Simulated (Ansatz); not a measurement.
Values for one crystal, relaxed and computed with the program Ansatz at the r²SCAN level (PAW); other levels are named.

```yaml
volume_per_atom: 22.98 Å³
electronic_character: metallic (no gap)
Density of states at the Fermi level: 0.37 states/eV per atom (mean over ±0.08 eV)
Formation energy from the elements (no fitted shifts): -0.50 eV/atom
```

### Question
Which of these materials gives this?
(A) In3Pd5, Pbam (Pearson symbol oP16)
(B) AlNi, CsCl type
(C) LaIn4Ni, Cmcm (Pearson symbol oS24)
(D) Pr3In, Cu3Au type

### Answer
C, LaIn4Ni, Cmcm (Pearson symbol oS24)

The first step of the workflow began from a Materials Project structure, measured or hypothetical; the Crystallography Open Database files this formula in space group No. 63, but the cells were not matched. Whether it is the stable phase at ambient conditions was not checked. Symmetry was held in the r²SCAN relaxation; its stability against distortions is not shown here. The run is not spin-polarised. The references are the lowest solids computed at this level, not always the standard phases. Spin–orbit coupling is left out wherever it is not named.

Potentials: the later of the program's two PAW sets.
